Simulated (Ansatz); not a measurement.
Fe:
```cif
data_Fe2
_chemical_formula_sum 'Fe2'
_space_group_name_H-M_alt 'P 1'
_space_group_IT_number 1
_cell_length_a 2.40725
_cell_length_b 2.40725
_cell_length_c 3.80331
_cell_angle_alpha 90.000
_cell_angle_beta 90.000
_cell_angle_gamma 120.000
loop_
_space_group_symop_operation_xyz
  'x, y, z'
loop_
_atom_site_label
_atom_site_type_symbol
_atom_site_fract_x
_atom_site_fract_y
_atom_site_fract_z
_atom_site_occupancy
Fe1 Fe 0.33333 0.66667 0.25000 1
Fe2 Fe 0.66667 0.33333 0.75000 1
```

Relaxed with LDA.

**Question.** Which orbitals make up the states near the Fermi level in DFT-LDA in the program Ansatz with PAW potentials?

**Answer.** Within 0.5 eV of the Fermi level: Fe 3d 96 %. Projections are on Löwdin-orthogonalised atomic valence shells; empty p or d shells of many metals are not among them.

**Question.** Tabulate the density of states.

**Answer.** States/eV per cell of 2 atoms, in 0.25 eV bins, energy from the Fermi level.

```csv
E (eV),total,Fe 3d,Fe 4s,Fe 3p
-7.85,0.15,0.00,0.14,0.00
-7.60,0.17,0.01,0.16,0.00
-7.35,0.20,0.01,0.17,0.00
-7.10,0.22,0.02,0.19,0.00
-6.85,0.25,0.02,0.21,0.01
-6.60,0.28,0.04,0.23,0.01
-6.35,0.32,0.05,0.25,0.01
-6.10,0.38,0.08,0.28,0.01
-5.85,0.47,0.14,0.31,0.01
-5.60,0.66,0.27,0.37,0.01
-5.35,1.58,1.09,0.47,0.01
-5.10,1.77,1.32,0.43,0.01
-4.85,2.22,1.81,0.38,0.01
-4.60,2.54,2.20,0.31,0.01
-4.35,2.97,2.68,0.24,0.01
-4.10,2.16,1.94,0.17,0.01
-3.85,2.14,1.93,0.15,0.01
-3.60,2.55,2.37,0.10,0.01
-3.35,2.81,2.62,0.10,0.01
-3.10,3.33,3.08,0.14,0.01
-2.85,2.39,2.17,0.13,0.01
-2.60,1.23,1.12,0.06,0.00
-2.35,3.19,3.02,0.08,0.01
-2.10,4.13,3.92,0.13,0.01
-1.85,3.24,3.05,0.10,0.01
-1.60,4.69,4.44,0.14,0.01
-1.35,4.35,4.06,0.16,0.01
-1.10,3.61,3.34,0.14,0.01
-0.85,2.84,2.64,0.10,0.00
-0.60,2.35,2.18,0.08,0.00
-0.35,2.27,2.15,0.06,0.00
-0.10,2.24,2.15,0.04,0.00
0.15,2.33,2.25,0.04,0.00
0.40,2.82,2.74,0.05,0.00
0.65,4.04,3.95,0.06,0.00
0.90,5.99,5.87,0.09,0.00
1.15,4.45,4.32,0.11,0.00
1.40,0.70,0.53,0.14,0.00
1.65,0.63,0.43,0.16,0.00
1.90,0.61,0.37,0.18,0.00
2.15,0.60,0.33,0.19,0.00
2.40,0.59,0.30,0.20,0.00
2.65,0.58,0.27,0.21,0.00
2.90,0.56,0.24,0.21,0.00
3.15,0.51,0.20,0.20,0.00
3.40,0.49,0.17,0.19,0.00
3.65,0.47,0.15,0.18,0.00
3.90,0.45,0.13,0.18,0.00
4.15,0.44,0.12,0.17,0.00
4.40,0.43,0.10,0.16,0.00
4.65,0.42,0.09,0.15,0.00
```

Space group P6_3/mmc (hcp (Mg type)). This is a known high-pressure phase of the composition, computed here at zero pressure and temperature. Symmetry was held in the LDA relaxation; of distortions, only those at the zone centre were tested. No spin polarisation was allowed.

Potentials: the later of the program's two PAW sets.
